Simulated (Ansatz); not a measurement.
TaC:
```
TaC
1.0
    0.00000     2.21982     2.21982
    2.21982     0.00000     2.21982
    2.21982     2.21982     0.00000
C Ta
1 1
Direct
  0.00000   0.00000   0.00000
  0.50000   0.50000   0.50000
```

Relaxed with PBEsol. Special points in fractions of this cell's reciprocal vectors: Γ (0.000, 0.000, 0.000); X (0.500, 0.000, 0.500); U (0.625, 0.250, 0.625); K (0.375, 0.375, 0.750); L (0.500, 0.500, 0.500); W (0.500, 0.250, 0.750).

List the band energies nearest the Fermi level at these points for the program Ansatz at the PBEsol with spin–orbit coupling level (PAW).

In eV from the Fermi level; about four levels below and three above (degenerate sets whole), none deeper than 8.9 eV; points with the same levels are listed once.

| k | below | above |
|---|---|---|
| Γ | -0.36 -0.36 -0.36 -0.36 | 0.75 0.75 0.75 0.75 |
| X | -1.90 -1.90 -1.47 -1.47 | 2.68 2.68 3.98 3.98 |
| U | -3.79 -3.79 -0.59 -0.59 | 3.20 3.20 4.10 4.10 |
| L | -5.57 -5.57 -5.45 -5.45 | 2.76 2.76 2.79 2.79 |
| W | -5.31 -5.31 -5.31 -5.31 -4.72 -4.72 | 1.65 1.65 1.67 1.67 |

Space group Fm-3m (rock salt). The cell was relaxed with PBEsol under the symmetry of its start. The run is not spin-polarised.

Potentials: the later of the program's two PAW sets.
